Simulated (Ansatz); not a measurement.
KCl (rock salt)

```yaml
crystal:
  lattice:
    - [0.00000, 3.14616, 3.14616]
    - [3.14616, 0.00000, 3.14616]
    - [3.14616, 3.14616, 0.00000]
  atoms:
    - { symbol: Cl, position: [0.00000, 0.00000, 0.00000] }
    - { symbol: K, position: [0.50000, 0.50000, 0.50000] }
```

Two coordinates are scanned: the volume, and the ratio of the stretch along z (the conventional c axis) to the stretch across it. Atoms keep their fractional coordinates.

Calculation: r2SCAN (plane waves to 500 eV, PAW, scalar-relativistic; Ansatz, a quantum-chemistry and plane-wave program). k mesh 9×9×9 (Γ-centred), Fermi-Dirac smearing 0.05 eV. Compression counts positive. KCl was relaxed with its symmetry unable to fall. 

| P (GPa) | V/V₀ = 0.920 | V/V₀ = 0.947 | V/V₀ = 0.973 | V/V₀ = 1.000 | V/V₀ = 1.027 | V/V₀ = 1.053 | V/V₀ = 1.080 |
|---|---|---|---|---|---|---|---|
| (c/a)/(c/a)₀ = 0.880 | (withheld) | 2.5 | 1.7 | 1.1 | 0.5 | 0.0 | -0.4 |
| (c/a)/(c/a)₀ = 0.920 | 2.5 | 1.7 | 1.0 | 0.4 | -0.1 | -0.5 | -0.9 |
| (c/a)/(c/a)₀ = 0.960 | 2.1 | 1.3 | 0.7 | 0.1 | -0.4 | -0.8 | -1.1 |
| (c/a)/(c/a)₀ = 1.000 | 2.0 | 1.2 | 0.6 | 0.0 | -0.5 | -0.9 | -1.2 |
| (c/a)/(c/a)₀ = 1.040 | 2.1 | 1.3 | 0.7 | 0.1 | -0.4 | -0.8 | -1.1 |
| (c/a)/(c/a)₀ = 1.080 | 2.4 | 1.6 | 0.9 | 0.3 | -0.2 | -0.6 | -1.0 |
| (c/a)/(c/a)₀ = 1.120 | 2.9 | 2.0 | 1.3 | 0.7 | 0.2 | -0.3 | -0.7 |

Q: Complete the blanks.

A: 
- (c/a)/(c/a)₀ = 0.880, V/V₀ = 0.920: 3.4

(Under strain, the slope of the energy per volume gives the stress and its curvature an elastic modulus.)
